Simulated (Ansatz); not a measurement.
AlGa$_{3}$As$_{4}$ in space group P-4m2 (No. 115; Pearson symbol tP8), a = b = 4.011 Å, c = 11.326 Å, α = β = γ = 90.00°.

Relaxed with r²SCAN. 

Question: HSE06 on this cell (Ansatz, an electronic-structure program, PAW) gives a gap of 1.68 eV. What does r²SCAN give?

Answer: 1.29 eV.

Cost on shared cores: the r²SCAN run (SCF on a 7×7×3 mesh, then bands and DOS) around 7 core-minutes (rough), the HSE06 run (SCF on 4×4×2, then a few points) around 6 core-minutes (rough); the tasks are unlike.

The start of the workflow was typed in or built on a structure type; neither database checked (COD, Materials Project) lists it. Its standing as an ambient phase is unchecked. Symmetry was held in the r²SCAN relaxation; its stability against distortions is not shown here. Scalar-relativistic: spin–orbit coupling is off unless named, which matters more the heavier the elements.

Potentials: the earlier of the program's two PAW sets.

Ansatz is a plane-wave DFT program.
